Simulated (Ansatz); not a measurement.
# PbAu2: pressure against volume

PbAu2, Fd-3m, a = 8.045 Å. The structure is a COD entry; whether it is the stable form wasn't checked. Ansatz: r2SCAN, PAW, 500 eV, Γ-centred 8×8×8 mesh on 6 atoms, Gaussian smearing 0.02 eV; no spin polarisation. Symmetry fixes shape and atoms, so the cell is only scaled; pressure is positive in compression.

```tsv
V (Å³/atom)	P (GPa)
19.091	17.16
19.742	?
20.393	7.09
21.043	3.20
21.694	0.00
22.345	-2.63
22.996	-4.79
23.864	-6.99
```

**Question.** Take V0 = 21.694 Å³/atom, fit the third-order Birch–Murnaghan form to the other rows, and predict the missing pressure.

**Answer.** With the Eulerian strain f = ½[(V0/V)^(2/3) − 1] and y = P/[3f(1 + 2f)^(5/2)], the form is the line y = B0 + 1.5 B0 (B0′ − 4) f. Rows (f, y): 0.04447, 103.9; 0.02105, 101.3; 0.01026, 98.8; -0.00976, 94.4; -0.01906, 92.3; -0.03079, 88.7. Means f = 0.002695, y = 96.567; Σ(Δf)² = 0.003889, ΣΔfΔy = 0.7933; the slope is their ratio. y = 96.02 + 204.0 f GPa, so B0 = 96.0 GPa and B0′ = 4 + 2 × (204.0)/(3 × 96.02) = 5.42. At V = 19.742, f = 0.03244, y = 102.64 and P = 11.69 GPa. The run gave 11.47 GPa, so the fit is 0.22 GPa too high, 0.91 % of the span of the series, against an rms of 0.09 GPa on the fitted rows. A fourth-order term fitted to the same rows gives P = 11.69 GPa at this row's volume (the line 11.69, the run 11.47), no gain.

Where the gap has closed, the smearing of 0.02 eV or less is narrow for a metal on this mesh. Spin–orbit coupling is left out, which can shift energies with elements as heavy as these.